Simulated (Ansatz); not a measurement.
A: ZrO₂ (fluorite), a = 5.0891 Å, b = 5.0891 Å, c = 5.0891 Å, α = 90.00°, β = 90.00°, γ = 90.00°
B: InP (zinc blende), a = 5.907 Å, b = 5.907 Å, c = 5.907 Å, α = 90.00°, β = 90.00°, γ = 90.00°
C: Au (fcc, Cu type), a = 4.124 Å, b = 4.124 Å, c = 4.124 Å, α = 90.00°, β = 90.00°, γ = 90.00°
D: Pd (fcc, Cu type), a = 3.911 Å, b = 3.911 Å, c = 3.911 Å, α = 90.00°, β = 90.00°, γ = 90.00°

Scan: energy against volume (even scaling of the relaxed cell, symmetry kept). All come from one method, each on a k mesh of its own. All were relaxed with their symmetry unable to fall. Pd is run without spin polarisation. Spin-orbit coupling is left out. The PAW data are Ansatz's earlier set. This is a high-temperature form of ZrO2. ZrO2 is run without spin polarisation.

Question: Rank these by bulk modulus (fitted) (lowest first), as r2SCAN (plane waves to 500 eV, PAW, scalar-relativistic; Ansatz, a program for electronic structure) gives it.

Answer: B (67.9 GPa), C (152 GPa), D (183 GPa), A (257 GPa)

(Under strain, the slope of the energy per volume gives the stress and its curvature an elastic modulus.)
